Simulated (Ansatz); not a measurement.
Problem. ScAg$_{3}$ (Cu3Au type, Pm-3m) is relaxed with r²SCAN in the plane-wave PAW code Ansatz. What lattice parameters of the conventional cell result?

Solution. a = 4.204 Å.

The start of the workflow was typed in or built on a structure type; neither database checked (COD, Materials Project) lists it. Its standing as an ambient phase is unchecked. The cell was relaxed with r²SCAN under the symmetry of its start; whether a distortion lowers the energy is not shown. The run is not spin-polarised.

Potentials: the later of the program's two PAW sets.
